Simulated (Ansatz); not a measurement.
**Question.** PbS (zinc blende, F-43m) is relaxed with DFT-PBE in the program Ansatz with PAW potentials. What lattice parameters of the conventional cell result?

**Answer.** a = 6.647 Å.

**Question.** Is it a metal or does it have a gap at this level?

**Answer.** A gap of 0.85 eV, indirect.

The start of the workflow was typed in or built on a structure type; neither database checked (COD, Materials Project) lists it. It is not the phase usual at ambient conditions (space group No. 225). The PBE relaxation kept the symmetry of its start; its stability against distortions is not shown here. Spin–orbit coupling is left out wherever it is not named.

Potentials: the earlier of the program's two PAW sets.
